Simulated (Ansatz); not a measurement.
This run works on a proposed trial structure, not on a known crystal.

Input and command of a plane-wave DFT calculation in Ansatz:

```yaml
crystal:
  lattice:
    - [4.3336209818, 0.0, 0.0]
    - [-2.1668104909, 3.7530258606, 0.0]
    - [0.0, 0.0, 10.6563621471]
  atoms:
    - { symbol: Si, position: [0.0, 0.0, 0.1090543292] }
    - { symbol: Si, position: [0.0, 0.0, 0.8909456708] }
    - { symbol: Sn, position: [0.6666666667, 0.3333333333, 0.1850594562] }
    - { symbol: Sn, position: [0.6666666667, 0.3333333333, 0.4482853313] }
    - { symbol: Sn, position: [0.3333333333, 0.6666666667, 0.8149405438] }
    - { symbol: Sn, position: [0.3333333333, 0.6666666667, 0.5517146687] }
basis:
  ecutwfc: 420
kpoints:
  mp_grid: { grid: [12, 12, 4] }
hamiltonian:
  xc: pbe
scf:
  occupations: { method: gaussian, width: 0.1 }
output:
  forces: true
  stress: true
  eigenvalues: true
relax:
  adjacent_minimum: "off"
  f_tol: 0.01
  max_steps: 30
  cell: { stress_tol: 0.1, fix: [volume] }
```

```bash
ansatz run input.yaml --threads 1 --pin off --max-ram 2560MiB --backend cpu --events-out ev --progress --plain --runs-dir out
```

Processor: Intel(R) Xeon(R) Platinum 8488C (Sapphire Rapids), 1 thread, on a host shared with other jobs.

Q: Estimate time, memory and problem size.

A: About 94 s, peak memory 0.69 GiB. It solves 39 bands at 69 k points (after reduction by symmetry) with about 3401 plane waves, in 26 SCF iterations over 4 ionic steps.
